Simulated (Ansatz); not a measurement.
AlAg:
```
AlAg
1.0
    0.00000     2.68208     2.68208
    2.68208     0.00000     2.68208
    2.68208     2.68208     0.00000
Ag Al
1 1
Direct
  0.00000   0.00000   0.00000
  0.50000   0.50000   0.50000
```

Relaxed with r²SCAN.

**Question.** Map the valence electron density (e/Å³), cut off at 2 on the plane through (0.000, 0.000, 0.000) spanned by u = [1, 0, 0] and v = [0, 1, -1] in lattice vectors, from DFT-r²SCAN in the program Ansatz with PAW potentials.

**Answer.** x is the fraction of u, y of v (the angle between them is 90°; rows are the nearest grid lines); atoms in the plane: Ag at (0.00, 0.00), Al at (0.50, 0.50).
```
|99999310000001399999|
|99998210000001289999|
|99995210000001259999|
|99973100000000137999|
|98531100000000113589|
|32211100000000111223|
|11100000000000000111|
|00000000000000000000|
|00000000000000000000|
|00000000000000000000|
|00000000000000000000|
|00000000000000000000|
|00000000000000000000|
|11100000000000000111|
|32211100000000111223|
|98531100000000113589|
|99973100000000137999|
|99995210000001259999|
|99998210000001289999|
|99999310000001399999|
```
Scale: ten equal steps from 0.055 (start of '0') to 2.00 (end of '9'), in the order '0123456789'; x runs from 0.000 to 1.00, y from 0.000 (bottom) to 1.00 (top).

The density is the valence pseudo-density with augmentation charge, so density and ELF within about 1 Å of a nucleus are not all-electron values.

Space group Fm-3m (rock salt). The start of the workflow was typed in or built on a structure type; neither database checked (COD, Materials Project) lists it. Whether it is the stable phase at ambient conditions was not checked. The cell was relaxed with r²SCAN under the symmetry of its start. At this level the phase is mechanically unstable. The run is not spin-polarised. The volume moved by 21 % from the start of the relaxation. Its formation energy is positive at this level, so the cell may be metastable or incomplete.

Potentials: the earlier of the program's two PAW sets.
